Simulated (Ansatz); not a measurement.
A plane-wave DFT run in Ansatz 0.2.0 (scalar-relativistic PAW potentials unless the input names others): input and command.

```yaml
crystal:
  lattice:
    - [0.0, 2.2511619669, 2.2511619669]
    - [2.2511619669, 0.0, 2.2511619669]
    - [2.2511619669, 2.2511619669, 0.0]
  atoms:
    - { symbol: Hf, position: [0.0, 0.0, 0.0] }
    - { symbol: "N", position: [0.5, 0.5, 0.5] }
basis:
  ecutwfc: 420
kpoints:
  mp_grids: { grid: [16, 16, 16] }
hamiltonian:
  xc: pbesol
scf:
  occupations: { method: fermi_dirac, width: 0.15 }
  max_iter: 50
output:
  forces: true
  eigenvalues: true
  stress: true
relax:
  adjacent_minimum: "off"
  f_tol: 0.001
  max_steps: 60
  cell: { stress_tol: 0.02, p_target: 7.0 }
```

```bash
ansatz run input.yaml --threads 1 --pin off --max-ram 3072MiB --backend cpu --events-out ev --progress --plain --runs-dir out
```

Q: What will the program do with this input?

A: The program refuses it, because of a misspelt key (the key kpoints.mp_grid typed as mp_grids). With the key spelt rightly it is accepted.

Abridged log:
```
Error: YAML parse error: error: line 12 column 3: unknown field `mp_grids`, expected one of mp_grid, list, band_path, initial_grid, further_shifts
  --> <input>:12:3
   |
10 |   ecutwfc: 420
11 | kpoints:
12 |   mp_grids: { grid: [16, 16, 16] }
   |   ^ unknown field `mp_grids`, expected one of mp_grid, list, band_path, initial_grid, further_shifts
13 | hamiltonian:
14 |   xc: pbesol
   |
```